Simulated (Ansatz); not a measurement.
The start is a generated cell, CaSiO3 built in the GdFeO3 structure type. A full variable-cell relaxation at zero pressure is run with r2SCAN (plane waves to 500 eV, PAW, scalar-relativistic; Ansatz, an electronic-structure program). The first steps use a coarse 4×3×4 k-mesh.

The start:
```
CaSiO3
1.0
    5.24704     0.00000     0.00000
    0.00000     7.40357     0.00000
    0.00000     0.00000     5.22953
Ca Si O
4 4 12
Direct
  0.48770   0.25000   0.99160
  0.98770   0.25000   0.50840
  0.51230   0.75000   0.00840
  0.01230   0.75000   0.49160
  0.00000   0.00000   0.00000
  0.50000   0.50000   0.50000
  0.00000   0.50000   0.00000
  0.50000   0.00000   0.50000
  0.03130   0.25000   0.05860
  0.53130   0.25000   0.44140
  0.96870   0.75000   0.94140
  0.46870   0.75000   0.55860
  0.28800   0.53700   0.21300
  0.78800   0.96300   0.28700
  0.71200   0.03700   0.78700
  0.21200   0.46300   0.71300
  0.71200   0.46300   0.78700
  0.21200   0.03700   0.71300
  0.28800   0.96300   0.21300
  0.78800   0.53700   0.28700
```

```yaml
largest_initial_force: 1.28 eV/Å, on O13, O14, O15, O16, O17, O18, O19, O20 (atoms numbered as listed)
outcome: The space group goes from Pnma (No. 62) to Imma (No. 74), with 10 atoms in the primitive cell
energy_released: 0.14 eV/atom
volume_change: -10.3 %, from 10.16 to 9.11 Å³/atom
band_gap_at_the_end: 5.02 eV, direct at Γ (no spin-orbit coupling)
optimiser_moves: 7
```

Relaxed structure:

```cif
data_Ca4O12Si4
_chemical_formula_sum 'Ca4 Si4 O12'
_space_group_name_H-M_alt 'Imma'
_space_group_IT_number 74
_space_group_name_Hall '-I 2b 2'
_cell_length_a 5.05050
_cell_length_b 7.12352
_cell_length_c 5.06252
_cell_angle_alpha 90.000
_cell_angle_beta 90.000
_cell_angle_gamma 90.000
loop_
_atom_site_label
_atom_site_type_symbol
_atom_site_symmetry_multiplicity
_atom_site_Wyckoff_symbol
_atom_site_fract_x
_atom_site_fract_y
_atom_site_fract_z
_atom_site_occupancy
Ca1 Ca 4 e 0.00000 0.25000 0.50046 1
Si1 Si 4 a 0.00000 0.00000 0.00000 1
O1 O 4 e 0.00000 0.25000 0.02954 1
O2 O 8 g 0.25000 0.51502 0.25000 1
```
(The calculation used a cell of 10 atoms; values per cell refer to that cell.)

Final values are on a 8×8×8 k-mesh of the relaxed cell. No spin polarisation in the result.

The run could not lose the symmetry of its start.

The first start was generated by placing the elements on the sites of a structure type. Materials Project lists a structure of CaSiO3 in the same space group, Imma (No. 74); the sites were not compared with it, nor with measured phases.
